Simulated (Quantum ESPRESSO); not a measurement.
Hf4Sn2WAl, one run as intended and one with a planted mistake

Simulated, not a measurement. The program is pw.x of Quantum ESPRESSO 7.5 (plane-wave density functional theory). The cell is made up: eight metal atoms on a face-centred cubic lattice, with elements, volume, strain and displacements drawn at random and not relaxed, so it may be unstable or far from any real phase. PseudoDojo standard norm-conserving files set the functional (PBE unless stated); there is no spin polarisation or spin-orbit coupling, the Fermi-Dirac width of 0.25 eV means electrons at about 2900 K, and the masses in the input are unused placeholders. The tin pseudopotential is less sure than most, with forces differing by about three percent from a second method on plain tin. Heavy elements are run without spin-orbit coupling, which real alloys of them have. A spin test at this wide smearing found no moment, but such smearing suppresses magnetism that the real alloy may have.

Intended input:

```
&control calculation='scf', pseudo_dir='./dojo.nc.sr.pbe.v0_5.standard.upf', outdir='./o', disk_io='minimal', tprnfor=.true., tstress=.true. /
&system ibrav=0, nat=8, ntyp=4, nbnd=63, ecutwfc=74.01313486, nosym=.true., tot_charge=0,
 occupations='smearing', smearing='fd', degauss=0.0183746611
/
&electrons conv_thr=1.470e-08, electron_maxstep=70, mixing_beta=0.5 /
ATOMIC_SPECIES
Al 1.0 Al.upf
Hf 1.0 Hf.upf
Sn 1.0 Sn.upf
W 1.0 W.upf
CELL_PARAMETERS angstrom
2.2009 4.4588 2.2383
2.2594 -4.4128 2.0879
4.4912 -0.1045 -4.3571
ATOMIC_POSITIONS angstrom
Hf -0.2106 0.0892 -0.0576
Hf 2.3045 -0.1219 -2.3304
Sn 2.2344 -2.3297 -0.074
W 4.3757 -2.2534 -2.1106
Al 2.2533 2.2249 0.0561
Hf 4.3619 2.1565 -2.2499
Hf 2.2346 0.3034 2.1278
Sn 4.5499 -0.16 -0.1257
K_POINTS automatic
5 5 4 1 1 1
```

The log is shortened where brackets say so; the opening notice, blank lines, dates and the lines on written files are dropped, and the path of the files is cut. It prints rydbergs, bohrs and kilobars, and counts compression as positive stress. Its total energy is the free energy E - TS of the whole cell.

Log of the intended run:

```
     Program PWSCF v.7.5
     Parallel version (MPI & OpenMP), running on       4 processor cores
     Number of MPI processes:                 4
     Threads/MPI process:                     1
     [start-up lines left out]
     bravais-lattice index     =            0
     lattice parameter (alat)  =      10.3046  a.u.
     unit-cell volume          =    1162.9682 (a.u.)^3
     number of atoms/cell      =            8
     number of atomic types    =            4
     number of electrons       =        93.00
     number of Kohn-Sham states=           63
     kinetic-energy cutoff     =      74.0131  Ry
     charge density cutoff     =     296.0525  Ry
     scf convergence threshold =      1.5E-08
     mixing beta               =       0.5000
     number of iterations used =            8  plain     mixing
     Exchange-correlation= PBE
                           (   1   4   3   4   0   0   0)
     [axes and pseudopotential details left out]
   Cartesian axes
     site n.     atom                  positions (alat units)
         1        Hf     tau(   1) = (  -0.0386212   0.0163581  -0.0105631  )
         2        Hf     tau(   2) = (   0.4226140  -0.0223548  -0.4273637  )
         3        Sn     tau(   3) = (   0.4097586  -0.4272353  -0.0135706  )
         4        W      tau(   4) = (   0.8024439  -0.4132429  -0.3870554  )
         5        Al     tau(   5) = (   0.4132246   0.4080164   0.0102880  )
         6        Hf     tau(   6) = (   0.7999132   0.3954728  -0.4126011  )
         7        Hf     tau(   7) = (   0.4097953   0.0556394   0.3902096  )
         8        Sn     tau(   8) = (   0.8343898  -0.0293418  -0.0230517  )
     number of k points=    50  Fermi-Dirac smearing, width (Ry)=  0.0184
                       cart. coord. in units 2pi/alat
        k(    1) = (   0.1981478   0.0004963   0.0477953), wk =   0.0400000
        k(    2) = (   0.3499234   0.0041506  -0.1087238), wk =   0.0400000
     [further k points left out]
     Dense  grid:   100015 G-vectors     FFT dimensions: (  60,  60,  72)
     Estimated max dynamical RAM per process >     339.95 MB
     Estimated total dynamical RAM >       1.26 GB
     Initial potential from superposition of free atoms
     starting charge      92.9866, renormalised to      93.0000
     Starting wfcs are   72 randomized atomic wfcs
     total cpu time spent up to now is        7.4 secs
     per-process dynamical memory:   270.4 Mb
     Self-consistent Calculation
     iteration #  1     ecut=    74.01 Ry     beta= 0.50
     Davidson diagonalization with overlap
     ethr =  1.00E-02,  avg # of iterations =  2.3
     Threshold (ethr) on eigenvalues was too large:
     Diagonalizing with lowered threshold
     Davidson diagonalization with overlap
     ethr =  4.01E-04,  avg # of iterations =  3.9
     total cpu time spent up to now is       36.3 secs
     total energy              =    -922.72487893 Ry
     estimated scf accuracy    <       0.39685880 Ry
     iteration #  2     ecut=    74.01 Ry     beta= 0.50
     Davidson diagonalization with overlap
     ethr =  4.27E-04,  avg # of iterations =  5.7
     total cpu time spent up to now is       49.6 secs
     total energy              =    -922.63730651 Ry
     estimated scf accuracy    <       1.78102500 Ry
     [iterations 3 to 13 left out]
     iteration # 14     ecut=    74.01 Ry     beta= 0.50
     Davidson diagonalization with overlap
     ethr =  6.37E-11,  avg # of iterations =  2.0
     total cpu time spent up to now is      179.1 secs
     total energy              =    -922.87324777 Ry
     estimated scf accuracy    <       0.00000008 Ry
     iteration # 15     ecut=    74.01 Ry     beta= 0.50
     Davidson diagonalization with overlap
     ethr =  6.37E-11,  avg # of iterations =  1.0
     total cpu time spent up to now is      188.2 secs
     End of self-consistent calculation
     [lines on levels left out]
!    total energy              =    -922.87324778 Ry
     estimated scf accuracy    <          1.1E-09 Ry
     smearing contrib. (-TS)   =      -0.11236425 Ry
     internal energy E=F+TS    =    -922.76088353 Ry
     The total energy is F=E-TS. E is the sum of the following terms:
     one-electron contribution =    -241.71877820 Ry
     hartree contribution      =     164.22053373 Ry
     xc contribution           =    -237.54440121 Ry
     ewald contribution        =    -607.71823785 Ry
     convergence has been achieved in  15 iterations
     Forces acting on atoms (cartesian axes, Ry/au):
     atom    1 type  2   force =     0.05273667   -0.02706187    0.01344422
     atom    2 type  2   force =    -0.04264521    0.00778187    0.04964061
     atom    3 type  3   force =     0.00347300    0.05045536    0.00002596
     atom    4 type  4   force =     0.02110467   -0.00983653   -0.04533319
     atom    5 type  1   force =    -0.01693372    0.00980554   -0.01243533
     atom    6 type  2   force =     0.01904834   -0.00583511    0.00013625
     atom    7 type  2   force =    -0.02946176   -0.05550860    0.00045842
     atom    8 type  3   force =    -0.00732199    0.03019935   -0.00593695
     Total force =     0.138121     Total SCF correction =     0.000152
     Computing stress (Cartesian axis) and pressure
          total   stress  (Ry/bohr**3)                   (kbar)     P=       -9.98
  -0.00000542   0.00015919   0.00000475           -0.80       23.42        0.70
   0.00015919  -0.00017287  -0.00008079           23.42      -25.43      -11.88
   0.00000475  -0.00008079  -0.00002521            0.70      -11.88       -3.71
     init_run     :      5.19s CPU      5.37s WALL (       1 calls)
     electrons    :    179.82s CPU    180.79s WALL (       1 calls)
     forces       :      2.06s CPU      2.08s WALL (       1 calls)
     stress       :      7.29s CPU      7.46s WALL (       1 calls)
     [timing details left out]
     PWSCF        :   3m16.47s CPU   3m17.84s WALL
     JOB DONE.
```

A second run has one planted mistake: one coordinate of one atom is wrong. The input lines that differ:

```
- Hf -0.2106 0.0892 -0.0576
+ Hf -0.0606 0.0892 -0.0576
```

Its log:

```
     Program PWSCF v.7.5
     Parallel version (MPI & OpenMP), running on       4 processor cores
     Number of MPI processes:                 4
     Threads/MPI process:                     1
     [start-up lines left out]
     bravais-lattice index     =            0
     lattice parameter (alat)  =      10.3046  a.u.
     unit-cell volume          =    1162.9682 (a.u.)^3
     number of atoms/cell      =            8
     number of atomic types    =            4
     number of electrons       =        93.00
     number of Kohn-Sham states=           63
     kinetic-energy cutoff     =      74.0131  Ry
     charge density cutoff     =     296.0525  Ry
     scf convergence threshold =      1.5E-08
     mixing beta               =       0.5000
     number of iterations used =            8  plain     mixing
     Exchange-correlation= PBE
                           (   1   4   3   4   0   0   0)
     [axes and pseudopotential details left out]
   Cartesian axes
     site n.     atom                  positions (alat units)
         1        Hf     tau(   1) = (  -0.0111132   0.0163581  -0.0105631  )
         2        Hf     tau(   2) = (   0.4226140  -0.0223548  -0.4273637  )
         3        Sn     tau(   3) = (   0.4097586  -0.4272353  -0.0135706  )
         4        W      tau(   4) = (   0.8024439  -0.4132429  -0.3870554  )
         5        Al     tau(   5) = (   0.4132246   0.4080164   0.0102880  )
         6        Hf     tau(   6) = (   0.7999132   0.3954728  -0.4126011  )
         7        Hf     tau(   7) = (   0.4097953   0.0556394   0.3902096  )
         8        Sn     tau(   8) = (   0.8343898  -0.0293418  -0.0230517  )
     number of k points=    50  Fermi-Dirac smearing, width (Ry)=  0.0184
                       cart. coord. in units 2pi/alat
        k(    1) = (   0.1981478   0.0004963   0.0477953), wk =   0.0400000
        k(    2) = (   0.3499234   0.0041506  -0.1087238), wk =   0.0400000
     [further k points left out]
     Dense  grid:   100015 G-vectors     FFT dimensions: (  60,  60,  72)
     Estimated max dynamical RAM per process >     339.95 MB
     Estimated total dynamical RAM >       1.26 GB
     Initial potential from superposition of free atoms
     starting charge      92.9866, renormalised to      93.0000
     Starting wfcs are   72 randomized atomic wfcs
     total cpu time spent up to now is        5.5 secs
     per-process dynamical memory:   270.4 Mb
     Self-consistent Calculation
     iteration #  1     ecut=    74.01 Ry     beta= 0.50
     Davidson diagonalization with overlap
     ethr =  1.00E-02,  avg # of iterations =  2.3
     Threshold (ethr) on eigenvalues was too large:
     Diagonalizing with lowered threshold
     Davidson diagonalization with overlap
     ethr =  3.44E-04,  avg # of iterations =  5.2
     total cpu time spent up to now is       28.5 secs
     total energy              =    -922.76249818 Ry
     estimated scf accuracy    <       0.34233555 Ry
     iteration #  2     ecut=    74.01 Ry     beta= 0.50
     Davidson diagonalization with overlap
     ethr =  3.68E-04,  avg # of iterations =  4.9
     total cpu time spent up to now is       41.4 secs
     total energy              =    -922.67651729 Ry
     estimated scf accuracy    <       1.57285082 Ry
     [iterations 3 to 13 left out]
     iteration # 14     ecut=    74.01 Ry     beta= 0.50
     Davidson diagonalization with overlap
     ethr =  4.09E-11,  avg # of iterations =  2.0
     total cpu time spent up to now is      169.5 secs
     total energy              =    -922.88244686 Ry
     estimated scf accuracy    <       0.00000003 Ry
     iteration # 15     ecut=    74.01 Ry     beta= 0.50
     Davidson diagonalization with overlap
     ethr =  3.51E-11,  avg # of iterations =  1.0
     total cpu time spent up to now is      178.5 secs
     End of self-consistent calculation
     [lines on levels left out]
!    total energy              =    -922.88244687 Ry
     estimated scf accuracy    <          8.1E-10 Ry
     smearing contrib. (-TS)   =      -0.11415746 Ry
     internal energy E=F+TS    =    -922.76828941 Ry
     The total energy is F=E-TS. E is the sum of the following terms:
     one-electron contribution =    -238.19431023 Ry
     hartree contribution      =     162.43171351 Ry
     xc contribution           =    -237.51353923 Ry
     ewald contribution        =    -609.49215346 Ry
     convergence has been achieved in  15 iterations
     Forces acting on atoms (cartesian axes, Ry/au):
     atom    1 type  2   force =     0.01238798   -0.03409793    0.01819909
     atom    2 type  2   force =    -0.02756851    0.00800319    0.03809971
     atom    3 type  3   force =     0.00410638    0.05040488    0.00028961
     atom    4 type  4   force =     0.02657726   -0.00758540   -0.04785771
     atom    5 type  1   force =    -0.01465649    0.01133098   -0.01246739
     atom    6 type  2   force =     0.02362770   -0.00035393   -0.00038616
     atom    7 type  2   force =    -0.01812969   -0.05755574    0.01115994
     atom    8 type  3   force =    -0.00634462    0.02985395   -0.00703709
     Total force =     0.123851     Total SCF correction =     0.000103
     Computing stress (Cartesian axis) and pressure
          total   stress  (Ry/bohr**3)                   (kbar)     P=      -16.35
  -0.00004133   0.00013819   0.00001242           -6.08       20.33        1.83
   0.00013819  -0.00020978  -0.00007460           20.33      -30.86      -10.97
   0.00001242  -0.00007460  -0.00008237            1.83      -10.97      -12.12
     init_run     :      4.98s CPU      5.16s WALL (       1 calls)
     electrons    :    172.01s CPU    172.98s WALL (       1 calls)
     forces       :      2.11s CPU      2.13s WALL (       1 calls)
     stress       :      7.07s CPU      7.25s WALL (       1 calls)
     [timing details left out]
     PWSCF        :   3m 6.51s CPU   3m 7.92s WALL
     JOB DONE.
```

|  | intended run | run with the mistake |
| --- | --- | --- |
| free energy (eV) | -12556.330 | -12556.455 |
| entropy term -TS, part of it (eV) | -1.529 | -1.553 |
| pressure (GPa) | -1.00 | -1.64 |
| size of the largest force component (eV/Å) | 1.427 | 1.480 |
| largest change of a force component (eV/Å) |  | 1.037 |
| iterations | 15 | 15 |

For scale, a rerun of the intended cell at a higher cutoff and on a denser mesh moved values by no more than 0.003 eV in energy, 0.02 GPa in stress and 0.007 eV/Å in force, and a second program with other atomic files agreed on that cell to 2 % rms in force and 0.5 GPa in pressure.